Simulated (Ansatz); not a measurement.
SiNF:
```yaml
crystal:
  lattice:
    - [2.89444, 0.00000, 0.00000]
    - [-1.44722, 2.50666, 0.00000]
    - [0.00000, 0.00000, 4.67119]
  atoms:
    - { symbol: Si, position: [0.00000, 0.00000, 0.36731] }
    - { symbol: N, position: [0.66667, 0.33333, 0.27437] }
    - { symbol: F, position: [0.00000, 0.00000, 0.70998] }
```

Relaxed with r²SCAN+D4.

Q: Map the valence electron density (e/Å³), cut off at 1 on the plane through (0.000, 0.000, 0.367) spanned by u = [0, 0, 1] and v = [1, -1, 0] in lattice vectors, from the program Ansatz at the r²SCAN+D4 level (PAW).

A: x is the fraction of u, y of v (the angle between them is 90°; rows are the nearest grid lines); atoms in the plane: Si at (0.00, 0.00), N at (0.91, 0.67), F at (0.34, 0.00).
```
y \ x   0.000  0.0870  0.174  0.261  0.348  0.435  0.565  0.652  0.739  0.826  0.913   1.00
------  -----  ------  -----  -----  -----  -----  -----  -----  -----  -----  -----  -----
1.00    0.112   0.269   1.00   1.00   1.00   1.00  0.160  0.044  0.086  0.187  0.150  0.112
0.920   0.273   0.287  0.776   1.00   1.00   1.00  0.111  0.045  0.108  0.281  0.370  0.273
0.840   0.848   0.414  0.280  0.460  0.633  0.332  0.049  0.060  0.208  0.610   1.00  0.848
0.760    1.00   0.529  0.155  0.089  0.082  0.053  0.030  0.099  0.459   1.00   1.00   1.00
0.680    1.00   0.673  0.149  0.047  0.028  0.020  0.030  0.135  0.747   1.00   1.00   1.00
0.600    1.00   0.565  0.140  0.052  0.035  0.024  0.028  0.113  0.570   1.00   1.00   1.00
0.520   0.741   0.309  0.108  0.058  0.048  0.032  0.022  0.061  0.231  0.660   1.00  0.741
0.480   0.414   0.209  0.088  0.056  0.048  0.032  0.018  0.041  0.132  0.329  0.500  0.414
0.400   0.143   0.096  0.056  0.042  0.036  0.024  0.012  0.019  0.045  0.095  0.143  0.143
0.320   0.098   0.072  0.045  0.034  0.028  0.019  0.010  0.014  0.032  0.063  0.093  0.098
0.240   0.163   0.115  0.081  0.084  0.085  0.053  0.017  0.021  0.048  0.102  0.158  0.163
0.160   0.263   0.215  0.253  0.470  0.642  0.335  0.045  0.031  0.075  0.180  0.284  0.263
0.0800  0.172   0.254  0.776   1.00   1.00   1.00  0.111  0.041  0.090  0.216  0.242  0.172
0.000   0.112   0.269   1.00   1.00   1.00   1.00  0.160  0.044  0.086  0.187  0.150  0.112
```

The density is the valence pseudo-density with augmentation charge, so density and ELF within about 1 Å of a nucleus are not all-electron values.

Space group P3m1. The start of the workflow was typed in or built on a structure type; neither database checked (COD, Materials Project) lists it. Whether it is the stable phase at ambient conditions was not checked. Symmetry was held in the r²SCAN+D4 relaxation; its stability against distortions is not shown here. The volume moved by -27 % from the start of the relaxation.

Potentials: the earlier of the program's two PAW sets.
